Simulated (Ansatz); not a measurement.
KIn$_{9}$Ni$_{2}$:
Space group P6/mmm (No. 191); a = 8.721 Å, b = 8.721 Å, c = 4.358 Å, α = 90.00°, β = 90.00°, γ = 120.00°

```csv
atom,site,symmetry,x,y,z
K,1a,6/mmm,0.0000,0.0000,0.0000
Ni,2c,-6m2,0.3333,0.6667,0.0000
In,6m,mm2,0.2088,0.4176,0.5000
In,3f,mmm,0.0000,0.5000,0.0000
```

Relaxed at zero pressure with plane-wave PAW r²SCAN (Ansatz code).

Question: The volume is raised by 9 % and shape and atoms relax at that volume. What pressure results, and how do the axes share the change?

Answer: -3.5 GPa; a 3.0 %, b 3.0 %, c 2.8 %; the energy rises by 25 meV/atom.

Question: Give the new structure.

Answer: 
Space group P6/mmm (No. 191); a = 8.980 Å, b = 8.980 Å, c = 4.481 Å, α = 90.00°, β = 90.00°, γ = 120.00°

```json
[
 {"atom": "K", "site": "1a", "symmetry": "6/mmm", "x": "0.0000", "y": "0.0000", "z": "0.0000"},
 {"atom": "Ni", "site": "2c", "symmetry": "-6m2", "x": "0.3333", "y": "0.6667", "z": "0.0000"},
 {"atom": "In", "site": "6m", "symmetry": "mm2", "x": "0.2124", "y": "0.4247", "z": "0.5000"},
 {"atom": "In", "site": "3f", "symmetry": "mmm", "x": "0.0000", "y": "0.5000", "z": "0.0000"}
]
```

The phase is kept; no other phase was compared at this pressure.

The workflow started from an entry of the Crystallography Open Database (COD, 293 K). Whether it is the stable phase at ambient conditions was not checked. The cell was relaxed with r²SCAN under the symmetry of its start; its stability against distortions is not shown here. The workflow began spin-polarised and lost its moments. Axis ratios of metals converge slowly with the k-mesh, so a and c are less sure than the volume.

Potentials: the later of the program's two PAW sets.
